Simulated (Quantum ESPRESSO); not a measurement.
MgGeIn2P4, a curve over one atom's position

Simulated, not a measurement. The program is pw.x of Quantum ESPRESSO 7.5 (plane-wave density functional theory). The cell is made up: 8 atoms on a zincblende/diamond lattice, with randomly drawn elements, strain and displacements, not relaxed. PseudoDojo standard norm-conserving files (v0.5 for PBE, v0.4.1 for LDA and PBEsol) set the functional; there is no spin polarisation, spin-orbit coupling or dispersion term, and the masses in the input are unused placeholders.

Seven runs move atom 3 (In, counted in the order of the input) along x and keep all else fixed.

Input of the run at +0.0576:

```
&control calculation='scf', pseudo_dir='./dojo.nc.sr.pbe.v0_5.standard.upf', outdir='./o', disk_io='low', tprnfor=.true., tstress=.true. /
&system ibrav=0, nat=8, ntyp=4, nbnd=45, ecutwfc=84.00895049, nosym=.true., tot_charge=0,
 occupations='smearing', smearing='fd', degauss=0.0073498644
/
&electrons conv_thr=7.350e-09, electron_maxstep=60, /
ATOMIC_SPECIES
Ge 1.0 Ge.upf
In 1.0 In.upf
Mg 1.0 Mg.upf
P 1.0 P.upf
CELL_PARAMETERS angstrom
6.0521 0.0604 -0.0479
0.0604 6.116 0.0192
-0.0479 0.0192 6.0611
ATOMIC_POSITIONS angstrom
Mg -0.0201 -0.0037 -0.0023
Ge -0.0224 3.079 3.0493
In 3.0657 0.0582 3.0342
In 3.0403 3.0874 0.0181
P 1.5287 1.5251 1.5154
P 1.4997 4.5737 4.5637
P 4.5294 1.5794 4.4736
P 4.546 4.6378 1.4982
K_POINTS automatic
6 6 6 1 1 1
```

| shift of atom 3 along x (Å) | free energy less that of the input shown (eV) | Fx on atom 3 (eV/Å) | Fy on atom 3 (eV/Å) | Fz on atom 3 (eV/Å) | pressure (GPa) | iterations |
| --- | --- | --- | --- | --- | --- | --- |
| -0.1259 | 0.0163 | 0.689 | -0.397 | 0.203 | -5.43 | 10 |
| -0.1137 | 0.0083 | 0.610 | -0.389 | 0.187 | -5.45 | 10 |
| -0.0851 | -0.0065 | 0.424 | -0.371 | 0.150 | -5.47 | 10 |
| -0.0602 | -0.0150 | 0.260 | -0.356 | 0.118 | -5.48 | 11 |
| +0.0576 | 0.0000 | -0.519 | -0.310 | -0.026 | -5.45 | 11 |
| +0.0937 | 0.0229 | -0.755 | -0.302 | -0.068 | -5.41 | 11 |
| +0.1218 | 0.0467 | -0.937 | -0.299 | -0.100 | -5.37 | 11 |

A cubic fit gives dFx/dx = -6.62 eV/Å² at zero shift. Across the table the free energy follows the integral of the force to within 0.5 meV. A rerun of one of the cells at 1437 eV and a 8 x 8 x 8 mesh moved values by no more than 0.003 eV in energy, 0.02 GPa in stress and 0.002 eV/Å in force.